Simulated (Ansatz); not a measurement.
TiRh3 (Cu3Au type, Pm-3m) at seven volumes, the program Ansatz at the LDA level (PAW), scaled uniformly. One row is withheld.

| V (Å³/atom) | P (GPa) |
|---|---|
| 12.195 | 32.82 |
| 12.597 | 19.95 |
| 12.999 | ? |
| 13.401 | 0.00 |
| 13.803 | -7.68 |
| 14.205 | -14.12 |
| 14.607 | -19.53 |

Q: Fit the shown pressures and predict the withheld one.

A: P = (3/2)B₀(x^(7/2) − x^(5/2))[1 + (3/4)(B′ − 4)(x − 1)] with x = (V₀/V)^(2/3). Least squares on the six rows gives V₀ = 13.401 Å³/atom, B₀ = 278 GPa, B′ = 4.75. At V = 12.999, x = 1.0205 and P = 9.10 GPa. The run itself gave 9.12 GPa.

The first step of the workflow began from a Materials Project structure, measured or hypothetical; the Crystallography Open Database files this formula in space group No. 221, but the cells were not matched. Whether it is the stable phase at ambient conditions was not checked. The cell was relaxed with LDA under the symmetry of its start; of distortions, only those at the zone centre were tested. The run is not spin-polarised.

Potentials: the later of the program's two PAW sets.
